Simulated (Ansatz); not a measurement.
Relaxed candidate structures of Ca$_{2}$Si:

A. Pnma (No. 62), oP12; a = 7.4530 Å, b = 4.7872 Å, c = 8.9369 Å, α = β = γ = 90.00°; Ca 4c (0.157, 0.250, 0.574); Ca 4c (0.019, 0.250, 0.181); Si 4c (0.248, 0.750, 0.396)

B. Pn-3m, origin choice 1 (No. 224), cP6; a = 6.361 Å, b = 6.361 Å, c = 6.361 Å, α = 90.00°, β = 90.00°, γ = 90.00°; Ca 4c (0.750, 0.750, 0.750); Si 2a (0.000, 0.000, 0.000)

Task: Put the candidates in order of energy per atom, lowest first, for PBEsol (plane waves to 420 eV, PAW, scalar-relativistic; Ansatz, an electronic-structure program).

Result: A (reference, the lowest of the structures calculated here), B (+0.78 eV/atom)

Each run could gain symmetry but not lose that of its start, so entries can be saddle points. From databases, or of a type measured for this composition: Pnma, oP12; the others are generated cells (placed on structure types, drawn at random, substituted or restacked) that were not matched to a known phase here. Static energies at zero pressure. No spin polarisation in the result. Gaps of cells over 8 atoms come from the SCF mesh and high-symmetry points alone.
